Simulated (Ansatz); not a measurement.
Total density of states per atom from LDA in the plane-wave PAW code Ansatz, in 0.25 eV bins, energy from the valence-band maximum:

```
E (eV) | states/eV/atom
    -7.85 | ######## 0.16
    -7.60 | ######### 0.19
    -7.35 | ############ 0.24
    -7.10 | ################ 0.33
    -6.85 | ######################## 0.49
    -6.60 | ############################## 0.62
    -6.35 | ################### 0.39
    -6.10 | ############ 0.24
    -5.85 | ######### 0.18
    -5.60 | ########## 0.21
    -5.35 | ############ 0.26
    -5.10 | ############# 0.26
    -4.85 | ############# 0.27
    -4.60 | ############## 0.28
    -4.35 | ############### 0.30
    -4.10 | ############### 0.31
    -3.85 | ################ 0.33
    -3.60 | ################# 0.36
    -3.35 | #################### 0.41
    -3.10 | ####################### 0.47
    -2.85 | ###################### 0.46
    -2.60 | ###################### 0.46
    -2.35 | ###################### 0.45
    -2.10 | ####################### 0.47
    -1.85 | ###################### 0.46
    -1.60 | ####################### 0.47
    -1.35 | ####################### 0.47
    -1.10 | ######################## 0.49
    -0.85 | ######################## 0.50
    -0.60 | ######################### 0.52
    -0.35 | ########################### 0.56
    -0.10 | ########## 0.20
     0.15 |  0.00
     0.40 |  0.00
     0.65 |  0.00
     0.90 | # 0.01
     1.15 | # 0.02
     1.40 | # 0.03
     1.65 | ## 0.04
     1.90 | ## 0.04
     2.15 | ## 0.05
     2.40 | ### 0.06
     2.65 | ### 0.07
     2.90 | #### 0.08
     3.15 | ##### 0.09
     3.40 | ##### 0.11
     3.65 | ###### 0.13
     3.90 | ####### 0.14
     4.15 | ######## 0.16
     4.40 | ######### 0.19
     4.65 | ########### 0.22
     4.90 | ############## 0.28
     5.15 | ##################### 0.43
     5.40 | ######################## 0.49
```

Task: Which compound is it?
A) NaH, rock salt
B) GaN, rock salt
C) Mg2Sn, C2/m (Mg on 4i, Mg on 4i, Sn on 4i)
D) BaO, rock salt

Result: B, GaN, rock salt. Top 1 eV of the valence band: N 2p 91 %. Bottom 1 eV of the conduction band: Ga 4s 78 %, N 2s 10 %, N 2p 7 %. Projections are on Löwdin-orthogonalised atomic valence shells; empty p or d shells of many metals are not among them.

Space group Fm-3m (rock salt). This is a known high-pressure phase of the composition, computed here at zero pressure and temperature. The LDA relaxation kept the symmetry of its start; phonons on a q-mesh show no instability. Spin–orbit coupling is left out wherever it is not named.

Potentials: the later of the program's two PAW sets.
